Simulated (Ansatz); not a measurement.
**Sb (diamond): energy against volume**

Theory: DFT, r2SCAN, plane waves (500 eV) with PAW, scalar-relativistic (Ansatz). The PAW files were generated under PBE, with cores re-solved for the functional.

The cell is scaled uniformly from the relaxed one, with fractional coordinates and shape fixed. Energies are extrapolated to zero smearing, pressures are those at the given smearing. Magnetic state: spin not included.

A Birch-Murnaghan fit gives V₀ = 41.97 Å³/atom, B₀ = 34 GPa, B₀′ = 3.7.

What are the energy above the minimum and the pressure at 36.900 Å³/atom?

78.6 meV/atom and 5.44 GPa as computed.

What are the energy above the minimum and the pressure at 45.286 Å³/atom?

24.3 meV/atom and -2.26 GPa as computed.

What are the energy above the minimum and the pressure at 46.963 Å³/atom?

51.9 meV/atom and -3.09 GPa as computed.
